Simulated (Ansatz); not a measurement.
BiClO:
```xyz
6
Lattice="3.8509 0.0000 0.0000 0.0000 3.8509 0.0000 0.0000 0.0000 7.1676" Properties=species:S:1:pos:R:3 pbc="T T T"
Bi     0.0000     1.9255     5.9155
Bi     1.9255     0.0000     1.2522
Cl     1.9255     0.0000     4.6220
Cl     0.0000     1.9255     2.5457
O      0.0000     0.0000     0.0000
O      1.9255     1.9255     0.0000
```

Relaxed with LDA. Special points in fractions of this cell's reciprocal vectors: Γ (0.000, 0.000, 0.000); X (0.000, 0.500, 0.000); M (0.500, 0.500, 0.000); Z (0.000, 0.000, 0.500); R (0.000, 0.500, 0.500); A (0.500, 0.500, 0.500).

List the band energies nearest the valence-band maximum at these points for LDA in the plane-wave PAW code Ansatz.

In eV from the valence-band maximum; about four levels below and three above (degenerate sets whole), none deeper than 8.9 eV; points with the same levels are listed once.

```
k                    below                above
-  -----------------------  -------------------
Γ  -1.17 -1.17 -1.16 -0.81  3.20 3.84 5.33 5.33
X  -1.00 -1.00 -0.09 -0.09  4.55 4.55 5.12 5.12
M  -0.73 -0.73 -0.70 -0.70  4.15 4.15 5.88 5.88
Z  -0.87 -0.87 -0.42 -0.36  2.54 2.94 5.37 5.37
R  -0.75 -0.75 -0.11 -0.11  4.32 4.32 5.23 5.23
A  -1.60 -1.60 -0.70 -0.70  4.61 4.61 6.15 6.15
```

Space group P4/nmm. The first step of the workflow began from a Materials Project structure, measured or hypothetical; the Crystallography Open Database files this formula in space group No. 129, but the cells were not matched. Whether it is the stable phase at ambient conditions was not checked. Symmetry was held in the LDA relaxation; phonons on a q-mesh show no instability. A crystal of weakly bound layers computed without a dispersion correction: the cell and the soft elastic constants depend strongly on that. Spin–orbit coupling is left out wherever it is not named.

Potentials: the later of the program's two PAW sets.
